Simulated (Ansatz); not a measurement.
A geometry of AlNi away from equilibrium: step 19 of the relaxation of a generated cell, AlNi built in the AFLOW prototype AB_hP8_186_ab_ab (B5, as in SiC). Method: PBE (plane waves to 420 eV, PAW, scalar-relativistic; Ansatz, a program for electronic structure). Γ-centred k-mesh 11×11×3 on the run's cell (coarser than for final values), Fermi–Dirac smearing 0.05 eV.

```
CELL_PARAMETERS angstrom
      3.77814     0.00000     0.00000
     -1.88907     3.27197     0.00000
      0.00000     0.00000     9.42352
ATOMIC_POSITIONS crystal
  Ni 0.00000 0.00000 0.97922
  Ni 0.00000 0.00000 0.47922
  Ni 0.66667 0.33333 0.85646
  Ni 0.33333 0.66667 0.35646
  Al 0.00000 0.00000 0.73132
  Al 0.00000 0.00000 0.23132
  Al 0.66667 0.33333 0.55862
  Al 0.33333 0.66667 0.05862
```
Spin-polarised start, with parallel moments on Ni.

Task: Which atoms carry the largest force, and which way does it point?

Result: 0.01 eV/Å, on Al7, Al8 (atoms numbered as listed); on Al7 its components are (0.00, 0.00, -0.01).

Task: What is the pressure?

Result: +2.7 GPa, compression positive.

Task: How far above the relaxed end point is this geometry?

Result: 0.01 eV/atom; the path ends in P6₃mc (No. 186).

No spin polarisation in the result: the starting moments vanished. A magnetic state may lie lower.

The run could not lower the symmetry of its start; a shaken copy of this end point relaxes with PBE to Pm-3m (No. 221), 0.45 eV/atom lower.

The end of the path is a generated cell of AlNi: the first start was made by placing the elements on the sites of a structure type, and the end was not matched to a known phase here, so it may be hypothetical. Known forms of AlNi include space group No. 221.
